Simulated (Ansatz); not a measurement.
Sn$_{3}$Te$_{2}$Se:
```yaml
crystal:
  lattice:
    - [4.42697, 0.00000, 0.00000]
    - [-2.21348, 3.83387, 0.00000]
    - [0.00000, 0.00000, 10.79263]
  atoms:
    - { symbol: Sn, position: [0.00000, 0.00000, 0.50000] }
    - { symbol: Sn, position: [0.33333, 0.66667, 0.15218] }
    - { symbol: Sn, position: [0.66667, 0.33333, 0.84782] }
    - { symbol: Te, position: [0.33333, 0.66667, 0.67404] }
    - { symbol: Te, position: [0.66667, 0.33333, 0.32596] }
    - { symbol: Se, position: [0.00000, 0.00000, 0.00000] }
```

Relaxed with r²SCAN. Special points in fractions of this cell's reciprocal vectors: Γ (0.000, 0.000, 0.000); M (0.500, 0.000, 0.000); K (0.333, 0.333, 0.000); A (0.000, 0.000, 0.500); L (0.500, 0.000, 0.500); H (0.333, 0.333, 0.500).

**Question.** List the band energies nearest the Fermi level at these points for plane-wave PAW r²SCAN (Ansatz code).

**Answer.** In eV from the Fermi level; about four levels below and three above (degenerate sets whole), none deeper than 8.9 eV; points with the same levels are listed once.

```
k                          below           above
-  -----------------------------  --------------
Γ        -2.13 -2.13 -0.92 -0.77  0.99 0.99 1.04
M        -3.11 -2.80 -1.89 -1.89  1.51 1.51 1.53
K  -3.22 -3.22 -2.44 -2.36 -2.36  1.97 2.02 2.02
A   -2.07 -2.07 -1.96 -1.65 0.00  0.01 0.41 0.41
L         -2.26 -2.23 -0.05 0.00  0.46 0.46 2.99
H  -4.37 -4.37 -1.29 -1.22 -1.22  0.49 0.85 0.85
```

Space group P-3m1. The first step of the workflow began from a Materials Project structure, measured or hypothetical; the Crystallography Open Database copy checked does not list it. Whether it is the stable phase at ambient conditions was not checked. The r²SCAN relaxation kept the symmetry of its start; whether a distortion lowers the energy is not shown. The Fermi level of a semimetal is unsure by some 0.05 eV on such meshes. Scalar-relativistic: spin–orbit coupling is off unless named, which matters more the heavier the elements.

Potentials: the later of the program's two PAW sets.
